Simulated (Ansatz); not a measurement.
Ir (fcc, Cu type)

```
Ir
1.0
    0.00000     1.93542     1.93542
    1.93542     0.00000     1.93542
    1.93542     1.93542     0.00000
Ir
1
Direct
  0.00000   0.00000   0.00000
```

Grid over V/V₀ and (c/a)/(c/a)₀, subscript 0 meaning the relaxed cell; the conventional c axis lies along z; no internal relaxation.

Computed with PBE (plane waves to 420 eV, PAW, scalar-relativistic; Ansatz, a program for electronic structure). k mesh 21×21×21 (Γ-centred), Fermi-Dirac smearing 0.05 eV. Compression counts positive. With partly filled bands, the response to shear is sensitive to the k mesh, so small differences along c/a are uncertain. Ir is run without spin polarisation. Ir was relaxed with its symmetry unable to fall. Spin-orbit coupling is left out, though Ir is heavy.

At one point of the scan the stress tensor (GPa) is:

```
   -3.8      0.0      0.0
    0.0     -3.8      0.0
    0.0      0.0    -17.1
```

Problem. Which point is it?
A) V/V₀ = 1.000, (c/a)/(c/a)₀ = 1.040
B) V/V₀ = 1.053, (c/a)/(c/a)₀ = 1.040
C) V/V₀ = 1.027, (c/a)/(c/a)₀ = 1.040
D) V/V₀ = 1.053, (c/a)/(c/a)₀ = 0.973

Solution. C, V/V₀ = 1.027, (c/a)/(c/a)₀ = 1.040

(Under strain, the slope of the energy per volume gives the stress and its curvature an elastic modulus.)
